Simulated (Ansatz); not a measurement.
GaN:
```
GaN
1.0
    3.21712     0.00000     0.00000
   -1.60856     2.78610     0.00000
    0.00000     0.00000    10.49533
Ga N
4 4
Direct
  0.00000   0.00000   0.00051
  0.00000   0.00000   0.50051
  0.66667   0.33333   0.75022
  0.33333   0.66667   0.25022
  0.00000   0.00000   0.81252
  0.00000   0.00000   0.31252
  0.66667   0.33333   0.56238
  0.33333   0.66667   0.06238
```

Tensor components refer to the Cartesian frame of this cell.

Q: Give the high-frequency dielectric tensor and the Born effective charge tensors of the independent atoms from DFPT, the program Ansatz at the PBE level (PAW).

A: 
ε∞:
```
6.05  0.00  0.00
0.00  6.05  0.00
0.00  0.00  6.16
```
Z* of atom 1 (Ga), rows: field, columns: displacement, in e:
```
2.65  0.00  0.00
0.00  2.65  0.00
0.00  0.00  2.80
```
Z* of atom 3 (Ga), rows: field, columns: displacement, in e:
```
2.67  0.00  0.00
0.00  2.67  0.00
0.00  0.00  2.67
```
Z* of atom 5 (N), rows: field, columns: displacement, in e:
```
-2.65   0.00   0.00
 0.00  -2.65   0.00
 0.00   0.00  -2.75
```
Z* of atom 7 (N), rows: field, columns: displacement, in e:
```
-2.67   0.00   0.00
 0.00  -2.67   0.00
 0.00   0.00  -2.71
```

Static charges for comparison (Bader): Ga1 +1.55, Ga3 +1.54, N5 -1.55, N7 -1.55 e. Born charges measure polarisation by displacement and can exceed these by far.

Space group P6_3mc. A made-up cell: these elements were put on the sites of a structure type. Its sites differ from those of the usual phase in this space group: another stacking or structure type. The cell was relaxed with PBE under the symmetry of its start; phonons on a q-mesh show no instability. Spin–orbit coupling is left out wherever it is not named.

Potentials: the later of the program's two PAW sets.
